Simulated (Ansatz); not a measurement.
PbO$_{2}$ (rutile), relaxed with HSE06 (Ansatz, a program for electronic structure, plane waves, PAW): a = b = 4.9758 Å, c = 3.3593 Å, α = β = γ = 90.00°.

```
Item                  Result
--------------------  ------
gap (eV)                0.28
B₀ by P(V) fit (GPa)     142
```

The same phase is relaxed and computed with PBE in the same code. What are the cell and these values now?

a = 5.0811 Å, b = 5.0811 Å, c = 3.4439 Å, α = 90.00°, β = 90.00°, γ = 90.00°.

- gap (eV): none
- B₀ by P(V) fit (GPa): 105

All cells were relaxed under the symmetry of their starts (and spin orders); stability against distortions was not tested throughout. Scalar-relativistic: spin–orbit coupling is off unless named, which matters more the heavier the elements.

Potentials: the later of the program's two PAW sets.

Ansatz is a plane-wave DFT program.
